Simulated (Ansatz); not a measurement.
WF6 in its lowest state found on the top face of a (100) slab of W (Im-3m (No. 229)), 4 planes, outer planes W (top) and W (bottom); 1 a cell of 39.93 Å², its atoms last:

```
CELL_PARAMETERS angstrom
6.31875 0.00000 0.00000
0.00000 6.31875 0.00000
0.00000 0.00000 25.66546
ATOMIC_POSITIONS crystal
W 0.25000 0.75000 0.31170
W 0.25000 0.25000 0.31170
W 0.75000 0.75000 0.31170
W 0.75000 0.25000 0.31170
W 0.50000 0.50000 0.37325
W 0.50000 0.00000 0.37325
W 0.00000 0.50000 0.37325
W 0.00000 0.00000 0.37325
W 0.74612 0.24579 0.43705
W 0.75526 0.75536 0.43567
W 0.25082 0.25093 0.43688
W 0.24570 0.74617 0.43706
W 0.01322 0.01297 0.49353
W 0.98410 0.47302 0.49574
W 0.47292 0.98461 0.49572
W 0.53550 0.53548 0.49371
W 0.19793 0.19780 0.62372
F 0.02023 0.01999 0.57696
F 0.39625 0.39754 0.64302
F 0.26174 0.96577 0.66596
F 0.08306 0.42180 0.57351
F 0.96670 0.26294 0.66614
F 0.42241 0.08291 0.57365
```

Method: Ansatz 0.2.0, DFT PBE+D3(BJ), scalar-relativistic, plane waves, PAW. Plane waves to 420 eV, a k mesh through Γ of 3×3×1 on the computed 23-atom cell and Gaussian smearing (0.10 eV); no spin polarisation. A dipole correction removes the field between periodic images along c.

The clean top face has a work function of 4.02 eV. Adsorption changes the slab's dipole along +c by Δp = -0.2286 e·Å a cell (-1.10 D an adsorbate).

(1) What change of work function does the Helmholtz equation give?

(2) How does that compare with the calculation?

(3) What does the sign say about the electrons?

Spin-orbit coupling is left out, which matters for the bands of heavy elements. Spin polarisation was left out, and a magnetic state may lie lower.

Results:

(1) A sheet of dipoles makes a step in an electron's potential energy of −e·Δp/(ε0·A), and e/ε0 = 180.95 eV·Å for Δp in e·Å: −180.95 × (-0.2286)/39.93 = +1.04 eV. This is the change of φ(top) − φ(bottom). If the bottom face is unmoved, φ(top) becomes 5.05 eV.

(2) φ(top) changes by +1.04 eV and φ(bottom) by 0.00 eV, so their difference changes by +1.04 eV. The bottom face hardly moves.

(3) The change of dipole points into the surface (negative end outward), so the work function rises. The molecule's own dipole can set this sign. Δp also holds the adsorbate's own dipole and the moves of the surface atoms, so it isn't a charge transfer alone.